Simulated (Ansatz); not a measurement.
The relaxed structure here is a generated cell of Pt: the first start was made by placing the elements on the sites of a structure type, and the end was not matched to a known phase here, so it may be hypothetical. Known forms of Pt include space group No. 225.

One starting cell of Pt (a generated cell, Pt placed in the AFLOW prototype A_oF8_70_a) was relaxed twice with Ansatz (plane waves, PAW, scalar-relativistic): with r2SCAN at 500 eV and with PBE at 420 eV. The r2SCAN result:

Space group Fddd, origin choice 1 (No. 70); a = 2.724 Å, b = 4.727 Å, c = 9.667 Å, α = 90.00°, β = 90.00°, γ = 90.00°

```
atom  site  symmetry       x       y       z
----  ----  --------  ------  ------  ------
Pt      8a       222  0.0000  0.0000  0.0000
```
(The calculation used a cell of 2 atoms; values per cell refer to that cell.)

```tsv
quantity	r2SCAN	PBE
space group	Fddd	Fddd
volume (Å³/atom)	15.56	15.90
a (Å)	2.724	2.747
b (Å)	4.727	4.770
c (Å)	9.667	9.710
gap (eV, no spin-orbit coupling)	0.00	0.00
```

Both levels end in the same structure; PBE's volume is 2.2 % larger. Neither column is exact.

No spin polarisation in the result.

The run could not lose the symmetry of its start: the end is stationary, and may be a saddle point rather than a minimum.

All atoms sit on sites fixed by symmetry, so only the cell could relax.

Ansatz is a program for electronic structure.
